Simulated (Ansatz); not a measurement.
Ta$_{2}$O$_{5}$ in space group Pmmn (No. 59; Ta on 4e, O on 4e, O on 4e, O on 2a), DFT-r²SCAN in the program Ansatz with PAW potentials, all energies at zero smearing, with the estimated change up to a 700 eV cutoff added, with one set of potentials and settings (totals compare only within such a set). Cell of 14 atoms (4 Ta, 10 O): -45480.233 eV.

| element | reference phase | E (eV/atom) |
|---|---|---|
| Ta | Im-3m, 1 atoms in the cell | -9944.3222 |
| O | C2/m, 4 atoms in the cell, spin-polarised | -566.0281 |

Formation energy per atom, worked out: (-45480.233 − 4×(-9944.3222) − 10×(-566.0281))/14 = -3.047 eV/atom (-294 kJ per mol of atoms), at 0 K, without zero-point energy or fitted corrections.

The first step of the workflow began from a Materials Project structure, measured or hypothetical; the Crystallography Open Database copy checked does not list it. COD files the formula under space group No. 49, so this cell is another polymorph or a model. Whether it is the stable phase at ambient conditions was not checked. The r²SCAN relaxation kept the symmetry of its start; its stability against distortions is not shown here. The run is not spin-polarised. The references are the lowest solids computed at this level, not always the standard phases (solids in place of the gases). Scalar-relativistic: spin–orbit coupling is off unless named, which matters more the heavier the elements.

Potentials: the later of the program's two PAW sets.
